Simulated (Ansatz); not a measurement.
**Zr3N2: two-dimensional strain map**

The calculation used DFT PBEsol, scalar-relativistic, plane waves, PAW in Ansatz 0.2.0. Settings: plane waves to 420 eV, k-mesh 12×12×12 (Γ-centred), Gaussian smearing 0.15 eV. No spin polarisation. Energies are free energies at this smearing, counted from the undisturbed cell; pressure is positive in compression.

Reference structure (relaxed at this level; it needn't be the usual structure):

```
CELL_PARAMETERS angstrom
2.79947 1.61627 5.19367
-2.79947 1.61627 5.19367
0.00000 -3.23255 5.19367
ATOMIC_POSITIONS crystal
Zr 0.42499 0.07501 0.75000
Zr 0.07501 0.75000 0.42499
Zr 0.75000 0.42499 0.07501
Zr 0.25000 0.57501 0.92499
Zr 0.92499 0.25000 0.57501
Zr 0.57501 0.92499 0.25000
N 0.33867 0.33867 0.33867
N 0.16133 0.16133 0.16133
N 0.83867 0.83867 0.83867
N 0.66133 0.66133 0.66133
```

The cell is strained by p along both x and y and by q along z, fractional coordinates fixed. Points are written (p, q).

Energy above the undisturbed cell in meV/atom (a dash: not computed):

```
 p \ q  -0.050  0.000  0.050
-0.050   249.9      ?      ?
 0.000    46.4    0.0   39.7
 0.050    97.2  101.9  182.4
```

Question: Fill in the withheld energies.

Answer: (-0.050, 0.000): 127.2; (-0.050, 0.050): 101.2.